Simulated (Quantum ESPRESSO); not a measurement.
## La₂O₃ (P-3m1) under strain

```xyz
5
Lattice="3.9308 0.0000 0.0000 -1.9654 3.4042 0.0000 0.0000 0.0000 6.1120" Properties=species:S:1:pos:R:3 pbc="T T T"
La     1.9654     1.1347     4.6115
La     0.0000     2.2694     1.5004
O      1.9654     1.1347     2.1624
O      0.0000     2.2694     3.9495
O      0.0000     0.0000     0.0000
```
The cell was made here from a computed Materials Project entry: atoms relaxed in the unchanged cell (PBE without dispersion, pw.x of a modified build of Quantum ESPRESSO, symmetry kept). The parent is La2O3 in P-3m1. Stability against distortions was not tested. The run has no spin polarisation.

The last row's change in full: strained by +2 % along the unique axis and by -1 % across it, atoms relaxed (PBE, pw.x of Quantum ESPRESSO); the other rows go along the same path.

Method: field gradients by the PAW reconstruction of the field gradient on a scalar-relativistic PBE ground state (Quantum ESPRESSO, JTH datasets), 30 Ha, k-mesh 7×7×4 through Γ. Values are those of the named site's first atom. Cores are frozen. Against all-electron runs on small test molecules, this scheme's |Vzz| missed by −2 to +6 % on O. La had no test against all-electron runs. Spin–orbit coupling is left out, a limit on La.

Unchanged cell: Vzz La (a.u.) = 1.297, Vzz O1 (a.u.) = 0.092, Vzz O2 (a.u.) = -0.095.

Q: How do these values move along the path (axial strain (%): -2, +2)?

A: 
| axial strain (%) | Vzz La (a.u.) | Vzz O1 (a.u.) | Vzz O2 (a.u.) |
|---|---|---|---|
| -2 | 1.286 | 0.088 | -0.101 |
| 0 | 1.297 | 0.092 | -0.095 |
| +2 | 1.306 | 0.097 | -0.090 |
